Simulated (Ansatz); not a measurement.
RhPb:
```
RhPb
1.0
    3.38191     0.00000     0.00000
    0.00000     3.38191     0.00000
    0.00000     0.00000     3.38191
Pb Rh
1 1
Direct
  0.00000   0.00000   0.00000
  0.50000   0.50000   0.50000
```

Relaxed with PBE. Special points in fractions of this cell's reciprocal vectors: Γ (0.000, 0.000, 0.000); X (0.000, 0.500, 0.000); M (0.500, 0.500, 0.000); R (0.500, 0.500, 0.500).

Q: List the band energies nearest the Fermi level at these points for the program Ansatz at the PBE with spin–orbit coupling level (PAW).

A: In eV from the Fermi level; about four levels below and three above (degenerate sets whole), none deeper than 8.9 eV; points with the same levels are listed once.

| k | below | above |
|---|---|---|
| Γ | -1.13 -1.13 -1.13 -1.13 -0.87 -0.87 | 1.37 1.37 3.51 3.51 3.51 3.51 |
| X | -1.13 -1.13 -0.11 -0.11 | 6.44 6.44 8.30 8.30 |
| M | -1.47 -1.47 -0.46 -0.46 | 0.37 0.37 2.80 2.80 |
| R | -0.39 -0.39 -0.39 -0.39 | 3.20 3.20 3.65 3.65 |

Space group Pm-3m (CsCl type). The cell is a constructed one: a structure type filled with these elements; neither database checked (COD, Materials Project) lists it. COD files the formula under space group No. 191, so this cell is another polymorph or a model. Its standing as an ambient phase is unchecked. Symmetry was held in the PBE relaxation; its stability against distortions is not shown here. No spin polarisation was allowed.

Potentials: the earlier of the program's two PAW sets.
